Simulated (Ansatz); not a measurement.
Lu2CCl2 in space group R-3m (No. 166; Lu on 6c, C on 3b, Cl on 6c), DFT-PBE in the program Ansatz with PAW potentials, all energies at zero smearing, with the estimated change up to a 700 eV cutoff added, with one set of potentials and settings (totals compare only within such a set). Cell of 5 atoms (2 Lu, 1 C, 2 Cl): -31882.480 eV.

| element | reference phase | E (eV/atom) |
|---|---|---|
| Lu | P6_3/mmc, 2 atoms in the cell | -14732.4262 |
| C | P6_3/mmc, 4 atoms in the cell | -250.9479 |
| Cl | Cmce, 4 atoms in the cell | -1079.4982 |

Formation energy per atom, worked out: (-31882.480 − 2×(-14732.4262) − 1×(-250.9479) − 2×(-1079.4982))/5 = -1.537 eV/atom (-148 kJ per mol of atoms), at 0 K, without zero-point energy or fitted corrections.

The first step of the workflow began from a Materials Project structure, measured or hypothetical; the Crystallography Open Database copy checked does not list it. Its standing as an ambient phase is unchecked. Symmetry was held in the PBE relaxation; its stability against distortions is not shown here. A crystal of weakly bound layers computed without a dispersion correction: the cell and the soft elastic constants depend strongly on that. The references are the lowest solids computed at this level, not always the standard phases (solids in place of the gases). Spin–orbit coupling is left out wherever it is not named.

Potentials: the later of the program's two PAW sets.
